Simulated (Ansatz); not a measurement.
KBr:
```yaml
crystal:
  lattice:
    - [0.00000, 3.35276, 3.35276]
    - [3.35276, 0.00000, 3.35276]
    - [3.35276, 3.35276, 0.00000]
  atoms:
    - { symbol: K, position: [0.00000, 0.00000, 0.00000] }
    - { symbol: Br, position: [0.50000, 0.50000, 0.50000] }
```

Relaxed with PBE. Special points in fractions of this cell's reciprocal vectors: Γ (0.000, 0.000, 0.000); X (0.500, 0.000, 0.500); U (0.625, 0.250, 0.625); K (0.375, 0.375, 0.750); L (0.500, 0.500, 0.500); W (0.500, 0.250, 0.750).

Question: List the band energies nearest the valence-band maximum at these points for DFT-PBE in the program Ansatz with PAW potentials.

Answer: In eV from the valence-band maximum; about four levels below and three above (degenerate sets whole), none deeper than 8.9 eV; points with the same levels are listed once.

```
k              below                above
-  -----------------  -------------------
Γ     0.00 0.00 0.00  4.31 7.59 7.59 7.59
X  -0.76 -0.27 -0.27       5.91 7.03 9.24
U  -0.65 -0.59 -0.30       6.58 7.94 8.31
L  -1.09 -0.30 -0.30  6.49 8.05 9.61 9.61
W  -0.55 -0.55 -0.49       7.33 7.33 8.07
```

Space group Fm-3m (rock salt). The PBE relaxation kept the symmetry of its start. Scalar-relativistic: spin–orbit coupling is off unless named, which matters more the heavier the elements.

Potentials: the later of the program's two PAW sets.
